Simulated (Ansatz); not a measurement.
A relaxed cell of InAu is given with its symmetry left out. The cell was found from a structure generator's guess, not taken from experiment.

All numbers below come from DFT PBE, scalar-relativistic, plane waves, PAW (Ansatz). Cutoff 420 eV, Γ-centred mesh, Gaussian smearing, no spin polarisation.

```cif
data_structure
_symmetry_space_group_name_H-M 'P 1'
_symmetry_Int_Tables_number 1
_cell_length_a 3.9325
_cell_length_b 3.9325
_cell_length_c 7.1196
_cell_angle_alpha 90.000
_cell_angle_beta 90.000
_cell_angle_gamma 90.000
_cell_volume 110.10
loop_
_atom_site_label
_atom_site_type_symbol
_atom_site_fract_x
_atom_site_fract_y
_atom_site_fract_z
_atom_site_occupancy
In1 In 0.00000 0.00000 0.29935 1
In2 In 0.00000 0.00000 0.70065 1
Au1 Au 0.00000 0.50000 0.00000 1
Au2 Au 0.50000 0.00000 0.00000 1
```

Energies over the elements count from the elements' standard structures at the same level, with no fitted energy shifts.

**Question.** Find its symmetry and describe it.

**Answer.** P4/mmm (No. 123). Conventional cell: a = 3.933 Å, c = 7.120 Å. In is surrounded by 1 In at 2.86 Å and 4 Au at 2.90 Å; Au has 4 Au at 2.78 Å and 4 In at 2.90 Å.

**Question.** How far does it lie from the elements in energy?

**Answer.** 0.00 eV/atom. The formation energy is too near zero to say whether this cell lies below the elements.

**Question.** Is it a metal?

**Answer.** Yes, bands cross the Fermi level on the 12×12×8 mesh.

The last run used a 12×12×8 mesh (in the run's order of axes) for its 4-atom cell and Gaussian smearing of 0.10 eV. The k mesh leaves some 4 meV/atom of noise in the energy of each metallic cell. Spin–orbit coupling, which can matter for Au, is left out. Symmetry constrained the relaxation, so the result can be a saddle point.
